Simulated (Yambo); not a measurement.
Yambo input for a free-standing AgI monolayer (symmetry P-3m1, slab cell 17.3 Å high) (a = 4.4103 Å, b = 4.4103 Å, c = 17.3000 Å, α = 90.00°, β = 90.00°, γ = 120.00°), on norm-conserving PBEsol (Quantum ESPRESSO, 82 Ry, no spin-orbit coupling) wavefunctions on a 12×12×1 mesh:

```
rim_cut
optics
chi
dipoles
kernel
RandQpts= 1000000
RandGvec= 2 Ry
CUTGeo= "slab z"
FFTGvecs= 30 Ry
Chimod= "HARTREE"
NGsBlkXd= 2 Ry
% QpntsRXd
 1 | 1 |
%
% BndsRnXd
 9 | 82 |
%
GrFnTpXd= "R"
% EnRngeXd
 0.0 | 20.0 | eV
%
% DmRngeXd
 0.2 | 0.2 | eV
%
CGrdSpXd= 50
ETStpsXd= 161
% LongDrXd
 1.0 | 0.0 | 0.0 |
%
```

First lines of the file o-*.alpha_q1_inv_rpa_dyson:

```
Polarizability  ( -<<X>> ) @ Q(1):   1.00000000     0.00000000     0.00000000    [q->0 direction]
#
# Polarizability units: length
#
# [ X ] Hartree size     :   93
# [GEN] GF Energies     : Perdew, Burke & Ernzerhof SOL(X)+Perdew, Burke & Ernzerhof SOL(C)
# [GEN] Green`s Function     : Retarded
#
# [GEN] Gauge     : Length
# [GEN] [r,Vnl] included     : yes
#
#    E[1] [eV]     Im(alpha)     Re(alpha)     Im(alpha_o)     Re(alpha_o)
#
     0.000000     -0.17067E-11     4.508000     -0.51843E-17     5.250663
     0.125000     0.010010     4.511073     0.011096     5.254074
     0.250000     0.020209     4.520347     0.022386     5.264362
     0.375000     0.030798     4.535990     0.034079     5.281702
     0.500000     0.042009     4.558294     0.046414     5.306396
     0.625000     0.054128     4.587699     0.059680     5.338895
     0.750000     0.067522     4.624822     0.074254     5.379836
     0.875000     0.082692     4.670513     0.090643     5.430090
     1.000000     0.100359     4.725935     0.109577     5.490847
     1.125000     0.121615     4.792685     0.132155     5.563736
     1.250000     0.148211     4.872982     0.160139     5.651012
     1.375000     0.183160     4.969942     0.196554     5.755835
     1.500000     0.232069     5.087896     0.247024     5.882581
     1.625000     0.306354     5.232247     0.322994     6.036698
     1.750000     0.431072     5.405490     0.449588     6.220683
     1.875000     0.655735     5.581059     0.676354     6.407740
     2.000000     0.984608     5.639452     1.006836     6.478025
     2.125000     1.272061     5.566222     1.294926     6.417181
     2.250000     1.477211     5.364185     1.494704     6.230153
     2.375000     1.492801     5.239462     1.506480     6.130717
     2.500000     1.551580     5.172640     1.565499     6.094039
     2.625000     1.525200     5.061352     1.543628     6.019702
     2.750000     1.360996     5.143746     1.398768     6.143338
     2.875000     1.408185     5.451536     1.474991     6.480292
     3.000000     1.684731     5.612708     1.770751     6.663014
     3.125000     1.860216     5.707306     1.973229     6.799404
     3.250000     2.245043     5.900658     2.419661     7.004522
     3.375000     2.768105     5.700805     2.955551     6.765648
     3.500000     2.976131     5.320805     3.124364     6.392738
     3.625000     2.876378     4.968966     2.984226     6.094229
     3.750000     2.706233     5.053035     2.805458     6.267867
```
(The file goes on to the top of the energy range; α is in bohr.) Convergence of the RPA response with its 12×12×1 mesh was not tested.

Geometry relaxed with PBEsol.

This is a model layer cut from the bulk structure; whether it is stable on its own was not checked.
